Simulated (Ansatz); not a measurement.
RhPb2 (space group I4/mcm)

```yaml
crystal:
  lattice:
    - [-3.33911, 3.33911, 2.90685]
    - [3.33911, -3.33911, 2.90685]
    - [3.33911, 3.33911, -2.90685]
  atoms:
    - { symbol: Rh, position: [0.25000, 0.25000, 0.00000] }
    - { symbol: Rh, position: [0.75000, 0.75000, 0.00000] }
    - { symbol: Pb, position: [0.66510, 0.83490, 0.50000] }
    - { symbol: Pb, position: [0.33490, 0.16510, 0.50000] }
    - { symbol: Pb, position: [0.83490, 0.33490, 0.16980] }
    - { symbol: Pb, position: [0.16510, 0.66510, 0.83020] }
```

E(V) scan at fixed shape, V₀ the volume above. The atoms relax within the cell's symmetry.

These are PBEsol (plane waves to 420 eV, PAW, scalar-relativistic; Ansatz, a quantum-chemistry and plane-wave program) values and carry that method's errors. k mesh 11×11×11 (Γ-centred), Fermi-Dirac smearing 0.05 eV. The energy includes the smearing's −TS. Compression counts positive. With the shape held, the modulus is that of even scaling; a crystal free to change shape is softer. RhPb2 is run without spin polarisation. RhPb2 was relaxed with its symmetry unable to fall. Spin-orbit coupling is left out, though Pb is heavy. ΔE is measured from the relaxed starting cell. The last digit holds for this mesh only.

```
V (Å³/atom)  ΔE (meV/atom)
-----------  -------------
20.310                26.9
20.570                16.7
20.829                 9.2
21.088                 4.0
21.348                 1.0
21.607                 0.0
21.866                 0.9
22.125                 3.6
22.385            withheld
22.644                13.6
22.903                20.7
```

Task: Fit a third-order Birch-Murnaghan form (E₀, V₀, B₀, B₀′ free) to the given rows and predict ΔE at V = 22.385.

Result: Least squares on the 10 given rows: ΔE = E₀ + (9V₀B₀/16)·y²·[2 + (B₀′ − 4)y], y = (V₀/V)^(2/3) − 1, with V₀ = 21.607 Å³/atom, B₀ = 96.73 GPa (160.2 GPa = 1 eV/Å³; the term in eV is multiplied by 1000), B₀′ = 5.46, E₀ = 0.02 meV/atom; root-mean-square residual 0.02 meV/atom. At 22.385 the fit gives 7.9 meV/atom; the calculation gives 7.8 meV/atom, so the interpolation is off by 0.1 (+1.3 %). For the pressure the fit gives -3.1 GPa against the computed -3.1 GPa.

(Under strain, the slope of the energy per volume gives the stress and its curvature an elastic modulus.)
